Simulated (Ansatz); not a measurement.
Input and command of a plane-wave DFT calculation in Ansatz:

```yaml
crystal:
  lattice:
    - [5.9176510888, -1.7914835336, -0.0810190429]
    - [5.9176510888, 1.7914835336, -0.0810190429]
    - [-2.9592532106, 0.0, 5.3552122506]
  atoms:
    - { symbol: Co, position: [0.2606152472, 0.2606152472, 0.2784068941] }
    - { symbol: Co, position: [0.7393847528, 0.7393847528, 0.7215931059] }
    - { symbol: Ni, position: [0.0, 0.0, 0.0] }
    - { symbol: Se, position: [0.1233399728, 0.1233399728, 0.4601148883] }
    - { symbol: Se, position: [0.8766600272, 0.8766600272, 0.5398851117] }
    - { symbol: Se, position: [0.3629127473, 0.3629127473, 0.0227756166] }
    - { symbol: Se, position: [0.6370872527, 0.6370872527, 0.9772243834] }
basis:
  ecutwfc: 420
kpoints:
  mp_grid: { grid: [10, 10, 8] }
hamiltonian:
  xc: pbesol
scf:
  occupations: { method: gaussian, width: 0.1 }
output:
  forces: true
  stress: true
  eigenvalues: true
  write_density: true
  write_potential: true
  elf: true
  volumetric_format: npy
relax:
  adjacent_minimum: "off"
  f_tol: 0.01
  max_steps: 30
  cell: { stress_tol: 0.1, fix: [volume] }
```

```bash
ansatz run input.yaml --threads 2 --pin off --max-ram 5120MiB --backend cpu --events-out ev --progress --plain --runs-dir out
```

Processor: AMD EPYC 9R45 96-Core Processor (Zen 5), 2 threads, on a host shared with other jobs.

Question: How long does it run, and how much memory does it take?

Answer: About 95 s on 2 threads of AMD EPYC 9R45 96-Core Processor (Zen 5), with other jobs on the host, peak memory 1.5 GiB. It solves 70 bands at 227 k points (the mesh reduced by symmetry) with about 2193 plane waves, in 33 SCF iterations over 5 ionic steps.
